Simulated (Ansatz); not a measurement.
Space group Fd-3m:1 (No. 227). a = 7.066 Å, b = 7.066 Å, c = 7.066 Å, α = 90.00°, β = 90.00°, γ = 90.00°
```
atom site symmetry x y z
  Ca    8b      -43m  0.0000  0.0000  0.5000
  Ni   16c      .-3m  0.1250  0.1250  0.1250
```

Equation of state of this CaNi$_{2}$ structure (not necessarily the ground state), with shape and atoms relaxed at each volume where symmetry leaves them free. It has no gap at any of these volumes. The calculation used DFT PBEsol, scalar-relativistic, plane waves, PAW in Ansatz.

Settings: cutoff 420 eV, Γ-centred mesh 10×10×10 on the computed 6-atom cell, Gaussian smearing of 0.10 eV; no spin polarisation.

```tsv
V (Å³/atom)	E − E(largest V) (meV/atom)	P (GPa)
12.935	46.53	17.82
13.376	5.45	12.23
13.817	-21.42	7.48
14.258	-36.23	3.45
14.699	-40.79	0.02
15.140	-36.63	-2.90
15.581	-25.06	-5.38
16.169	0.00	-8.11
```

Question: Fit a third-order Birch–Murnaghan equation to E(V).

Answer: V0 = 14.70 Å³/atom, B0 = 105 GPa, B0' = 4.4.

Spin polarisation was left out, and a magnetic state may lie lower.